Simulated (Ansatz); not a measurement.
**Does relaxation matter for the field gradients of As2O3 with Si replacing As?**

Start: a cell of As2O3 (space group Fd-3m) built from an entry of the Crystallography Open Database (COD), with all atoms left at the host's positions.

Space group R3m:H (No. 160); a = 7.8301, c = 19.1797 Å, γ = 120.00°.

| site | Wyckoff | site symmetry | x | y | z |
| --- | --- | --- | --- | --- | --- |
| Si | 3a | 3m | 0.0000 | 0.0000 | 0.6028 |
| As2 | 9b | .m | 0.2741 | 0.1371 | 0.2843 |
| As3 | 9b | .m | 0.1371 | 0.8629 | 0.4657 |
| As6 | 3a | 3m | 0.0000 | 0.0000 | 0.1472 |
| O9 | 9b | .m | 0.7699 | 0.8849 | 0.3075 |
| O10 | 9b | .m | 0.1151 | 0.2301 | 0.5575 |
| O11 | 9b | .m | 0.2301 | 0.1151 | 0.1925 |
| O12 | 9b | .m | 0.8849 | 0.7699 | 0.4425 |

One atom of each set is listed; the run and its k-mesh use a cell of 20 atoms with edges of 7.83, 7.83, 7.83 Å.

Method: Kohn–Sham DFT in Ansatz, PBE, plane waves and PAW, scalar-relativistic, 420 eV cutoff, Γ-centred 3×3×3 k-points, Fermi–Dirac smearing 0.01 eV, cell charge +1.

The largest force at the start is 6.7 eV/Å. Relaxing the ions at fixed cell moves them by 0.591 Å at most (atom 1, Si) and 0.156 Å rms. End positions:

Si (0.0000, 0.0000, 0.5720)
As2 (0.2793, 0.1397, 0.2880)
As3 (0.1413, 0.8587, 0.4607)
As6 (0.0000, 0.0000, 0.1489)
O9 (0.7616, 0.8808, 0.3137)
O10 (0.1167, 0.2334, 0.5602)
O11 (0.2379, 0.1189, 0.1940)
O12 (0.8811, 0.7621, 0.4431)

```csv
site,moved (Å),first shell before,first shell after,V_zz before (10²¹ V/m²),η before
Si,0.591,3 O at 1.79 Å,3 O at 1.60 Å,-0.055,0.00
As2,0.080,3 O at 1.79 Å,3 O at 1.83–1.84 Å,-27.4,0.02
As3,0.112,3 O at 1.79 Å,3 O at 1.82–1.94 Å,-27.4,0.17
As6,0.032,3 O at 1.79 Å,3 O at 1.83 Å,-26.8,0.00
O9,0.131,"2 As at 1.79 Å, angle 129°","2 As at 1.84 Å, angle 126°",11.36,0.77
O10,0.056,"1 Si at 1.79 Å, 1 As at 1.79 Å, angle 129°","1 Si at 1.60 Å, 1 As at 1.94 Å, angle 108°",16.64,0.36
O11,0.060,"2 As at 1.79 Å, angle 129°","2 As at 1.83 Å, angle 127°",12.33,0.65
O12,0.054,"2 As at 1.79 Å, angle 129°","2 As at 1.82 Å, angle 132°",11.59,0.59
```

**Question.** What are V_zz and η after the relaxation?

**Answer.** 

```
site  V_zz after  η after  change of V_zz
  Si       12.80     0.00          +12.86
 As2       -24.9     0.04           +2.50
 As3       -26.4     0.38           +1.07
 As6       -25.1     0.00           +1.69
  O9       10.97     0.91           -0.39
 O10      -11.09     0.96               –
 O11       11.31     0.86           -1.02
 O12       12.32     0.66           +0.73
```

The largest change of V_zz along a kept axis is on Si, from -0.055 to 12.80. In per cent, |V_zz| changes by -9 to -4 on As, -8 to +6 on O (all sites that start above 2, bar those whose gradient vanishes or changes sign or whose main axis turns by over 40°). Where |V_zz| stays above 0.1 and the axes keep their order, η moves most on O11, from 0.65 to 0.86. V_zz changes sign on Si (same axis). On O10 the largest principal value lies along another axis in the second run, so the two V_zz can't be compared directly. The electronic state changes along with the positions (a gap opens), so the changes aren't those of geometry alone. The host's own positions weren't relaxed first, so part of the change far from the defect can be the host's relaxation.

The defect repeats with the cell of 20 atoms, so it feels its images: sites between two images don't show the values beside a lone defect, and zeros or small values of η there can come from the images' arrangement. As and O carry a gradient in the pure host already, so the values there aren't the defect's effect alone. A uniform background compensates the cell's charge.
Before: The run isn't spin-polarised, and a state with spin may lie lower. The defect cell has no gap above 0.1 eV on its mesh, so the values can hang on the smearing and the k-mesh. The neighbours have not yet relaxed around the defect (largest force 6.7 eV/Å), so the values at and beside it are those of a strained start, not of the defect in a real crystal.
After: The relaxation keeps the site symmetry 3m of the start, so the impurity can move only along its axis; a start off the site could end lower.
